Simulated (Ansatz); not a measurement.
## Conduction electrons in LaHg (Pm-3m)

```
CELL_PARAMETERS angstrom
3.84125 0.00000 0.00000
0.00000 3.84125 0.00000
0.00000 0.00000 3.84125
ATOMIC_POSITIONS crystal
La 0.50000 0.50000 0.50000
Hg 0.00000 0.00000 0.00000
```

The conventional cell has a = 3.841 Å, b = 3.841 Å, c = 3.841 Å, α = 90.00°, β = 90.00°, γ = 90.00°. Around La (atom 1) lie 8 Hg at 3.33 Å. Hg (atom 2) is surrounded by 8 La at 3.33 Å.

Computed, not measured; unless marked otherwise by PBEsol, all-electron LAPW in Ansatz 0.2.0, scalar-relativistic. k mesh 8×8×8, fine mesh 16×16×16, Fermi-Dirac smearing of 0.050 eV, basis error target 1 meV/atom. The cell was relaxed by PAW under this functional.

Levels and slopes are solved on a 16×16×16 mesh, and each state is taken as quadratic over its cell.

Q: What is the density of states at the Fermi level, and which bare Sommerfeld coefficient follows?

A: N(E_F) = 1.56 states/eV/atom (both spins), so γ = (π²/3) k_B² N(E_F) = 3.67 mJ/(mol-atom K²) without electron-phonon or spin-fluctuation enhancement.

Q: What Drude plasma energy and σ/τ do the band velocities give?

A: (ħω_p,α)² = (e²/ε₀VN_k) Σ_nkσ (∂E/∂k_α)² δ(E − E_F) gives ħω_p = (4.99, 4.99, 4.99) eV along x, y, z, and σ/τ = ε₀ω_p² = 5.09×10²⁰ Ω⁻¹m⁻¹s⁻¹ along x. Weighted by the density of states, the mean Fermi speed is 0.342×10⁶ m/s; the surface has an area of 15.3 Å⁻² for each spin direction.

Q: Which bands cross the Fermi level, and what do they carry?

A: 

```tsv
band	filled part	N (states/eV/cell)	speed (10⁶ m/s)	5th to 95th percentile	area (Å⁻²)	filling
1	0.98	0.516	0.294	0.06 to 0.64	2.19	nearly full
2	0.49	2.52	0.326	0.05 to 0.65	11.8	partly filled
3	0.03	0.0788	1.16	1.10 to 1.22	1.32	nearly empty
```

Q: Map the plane k₃ = 1/2 of the mesh: how many bands lie under the Fermi level at each point, counted from the least on the plane?

A: k₁ runs to the right and k₂ upwards, each from −½ to ½ with 0 in the middle (the axes needn't be at right angles):
```
3333222111222333
3332222111222233
3322222111222223
2222222111222222
2222221111122222
2222211111112222
0111111222111111
0111111222111111
0111111222111111
2222211111112222
2222221111122222
2222222111222222
3322222111222223
3332222111222233
3333222111222333
3333222000222333
```

Q: On PAW files the program sums the optical response inside the mesh cells, interband lines and its own Drude term. Where does ε₁ rise through zero (a sharp plasmon if ε₂ is small there), and how much light is reflected?

A: 

```json
{"Fine mesh": "16, 16, 16", "Window top": "30 eV", "Line width": "0.1 eV", "Drude damping": "0.03 eV", "ε₁ rises through zero at x": "3.79, 7.15, 9.95, 11.55, 20.88 eV", "ε₂ there x": "4.95, 2.44, 1.23, 0.48, 1.04", "Plasma energy (x, y, z)": "4.842, 4.842, 4.842 eV", "Reflectivity at 1 eV, x-polarised": "0.6795", "Reflectivity at 2 eV, x-polarised": "0.7059", "Reflectivity at 3 eV, x-polarised": "0.5097"}
```

The plasma energy here is the program's own sum at the run's smearing; it differs from the value above by up to 3 %, through mesh and smearing.

Q: What does PAW give for the same cell?

A: N(E_F) = 1.56 states/eV/atom and ħω_p,x = 4.99 eV.

Caveats: no spin-orbit coupling on heavy atoms; filled d bands lie too high at this level, so their transitions start too early; large density of states at the Fermi level, a magnetic or distorted state may lie lower; these sums move with the mesh, by several per cent and more for small sheets; frozen-core PAW files fitted under PBE, their cores solved anew for the functional of the run.
